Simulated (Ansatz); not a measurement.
## Computed energy over volume and axial ratio: BN (h-BN type, space group P6_3/mmc)

BN (h-BN type, space group P6_3/mmc)

Space group P6₃/mmc (No. 194); a = b = 2.500 Å, c = 6.525 Å, α = β = 90.00°, γ = 120.00°

```json
[
 {"atom": "B", "site": "2c", "symmetry": "-6m2", "x": "0.3333", "y": "0.6667", "z": "0.2500"},
 {"atom": "N", "site": "2d", "symmetry": "-6m2", "x": "0.6667", "y": "0.3333", "z": "0.2500"}
]
```

The relaxed cell is deformed in two ways at once: its volume V is scaled, and at that volume it is stretched along z (the c axis of the conventional cell) so that c/a changes. Fractional atomic positions are held.

These are r2SCAN+rVV10 (plane waves to 500 eV, PAW, scalar-relativistic; Ansatz, a program for electronic structure) values and carry that method's errors. k mesh 15×15×5 (Γ-centred), Fermi-Dirac smearing 0.05 eV. The energy includes the smearing's −TS. Compression counts positive. BN was relaxed with its symmetry unable to fall. The PAW data are Ansatz's earlier set. ΔE is measured from the relaxed starting cell.

ΔE (eV/atom), with V/V₀ across and (c/a)/(c/a)₀ down:

| (c/a)/(c/a)₀ \ V/V₀ | 0.920 | 0.960 | 1.000 | 1.040 | 1.080 |
|---|---|---|---|---|---|
| 0.960 | 0.0166 | 0.0019 | 0.0121 | 0.0427 | 0.0903 |
| 0.980 | 0.0306 | 0.0038 | 0.0030 | 0.0237 | 0.0623 |
| 1.000 | 0.0512 | 0.0120 | 0.0000 | 0.0106 | 0.0401 |
| 1.020 | 0.0781 | 0.0263 | 0.0029 | 0.0032 | 0.0234 |
| 1.040 | 0.1110 | 0.0464 | 0.0115 | 0.0014 | 0.0120 |

σxx (GPa), with V/V₀ across and (c/a)/(c/a)₀ down:

```
(c/a)/(c/a)₀ \ V/V₀  0.920  0.960  1.000  1.040  1.080
-------------------  -----  -----  -----  -----  -----
0.960                 18.1    0.1  -14.9  -27.2  -37.4
0.980                 27.2    8.3   -7.5  -20.6  -31.4
1.000                 36.5   16.6    0.0  -13.8  -25.3
1.020                 45.8   25.0    7.6   -7.0  -19.1
1.040                 55.3   33.5   15.3    0.0  -12.8
```

Key numbers:

The modulus against c/a change at fixed volume, (3/4V)·∂²E/∂(ln c/a)² (fit, atoms clamped) is 201 GPa. Lowest place on the grid: V/V₀ = 1.000, (c/a)/(c/a)₀ = 1.000 (0.0 meV/atom). Highest place on the grid: V/V₀ = 0.920, (c/a)/(c/a)₀ = 1.040 (111.0 meV/atom).

The 25 points together took around 3 core-minutes (rough).

(A scan under strain: stresses follow from slopes of the energy per volume, elastic moduli from its curvatures.)
